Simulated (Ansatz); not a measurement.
Base run

Ansatz input (lattice in Å, positions in fractions of it; a bare `kind: paw` takes the build's default datasets)
```yaml
crystal:
  lattice:
    - [4.873, 0, 0]
    - [0, 4.873, 0]
    - [0, 0, 3.31]
  atoms:
    - { symbol: Mn, position: [0, 0, 0], spin: 5 }
    - { symbol: Mn, position: [0.5, 0.5, 0.5], spin: -5 }
    - { symbol: F, position: [0.305, 0.305, 0] }
    - { symbol: F, position: [0.695, 0.695, 0] }
    - { symbol: F, position: [0.805, 0.195, 0.5] }
    - { symbol: F, position: [0.195, 0.805, 0.5] }
kpoints:
  mp_grid: { grid: [4, 4, 6] }
hamiltonian:
  xc: hse06
  pseudopotentials: { kind: paw }
scf:
  occupations: { method: fermi_dirac, width: 0.05 }
output:
  forces: true
  stress: true
  eigenvalues: true
magnetization:
  spin_polarized: true
```

These are results of HSE06, plane waves, PAW datasets (generated soft set 1) in Ansatz 0.2.0 development build, not measurements.

The cutoff used is 420 eV.

The stress includes the program's correction for the finite plane-wave basis.

It gives a pressure of 1.21 GPa and an rms force of 0.018 eV/Å, with a gap of 4.79 eV on the mesh.

Task: What changes with the regularized exchange singularity in place of the Wigner–Seitz cut?

Result: The pressure is unchanged to within 0.01 GPa, the forces move by 0.0 meV/Å (rms), the gap stays the same within 0.01 eV, and the free energy changes by +0.02 meV/atom.

A gap read on the mesh is an upper bound of this method's gap, since the mesh can miss a band edge. With open shells the self-consistent state may not be the lowest one.
